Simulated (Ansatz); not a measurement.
Data:

Li4MoO5:
```xyz
10
Lattice="-3.2317 3.2317 2.1199 3.2317 -3.2317 2.1199 3.2317 3.2317 -2.1199" Properties=species:S:1:pos:R:3 pbc="T T T"
Li     3.8741     1.2098    -0.0201
Li     1.2098     2.5892    -0.0201
Li    -0.6424     2.0219     2.0997
Li     2.0219     0.6424     2.0997
Mo     0.0000     0.0000     4.0214
O      0.5706     4.6935     0.0711
O      1.4618     2.6611     2.1910
O      2.6611    -1.4618     2.1910
O      1.7699     0.5706     0.0711
O      0.0000     0.0000     2.2120
```

This is the r²SCAN-relaxed structure. Tensor components refer to the Cartesian frame of this cell.

Problem. All from plane-wave PAW r²SCAN (Ansatz code), unless another level is named. Predict the electron effective mass.

Solution. 2.1, 3.4, 3.6 mₑ (principal values).

Problem. Give the valence-band maximum.

Solution. off the standard path, at k = (0.224, -0.224, 0.354).

Problem. What about the weight of the conduction-edge state by species (Voronoi cells)?

Solution. Mo 56 %, O 38 %, Li 6 %.

Problem. Predict the weight of the valence-edge state by species (Voronoi cells).

Solution. O 92 %, Li 7 %.

Space group I4. The first step of the workflow began from a Materials Project structure, measured or hypothetical; the Crystallography Open Database copy checked does not list it. COD files the formula under space group No. 2, so this cell is another polymorph or a model. Whether it is the stable phase at ambient conditions was not checked. Symmetry was held in the r²SCAN relaxation; its stability against distortions is not shown here. No spin polarisation was allowed. No Hubbard U is applied. Scalar-relativistic: spin–orbit coupling is off unless named, which matters more the heavier the elements.

Potentials: the later of the program's two PAW sets.

Edges and masses are those of Kohn–Sham bands, whose gap is no quasiparticle gap.
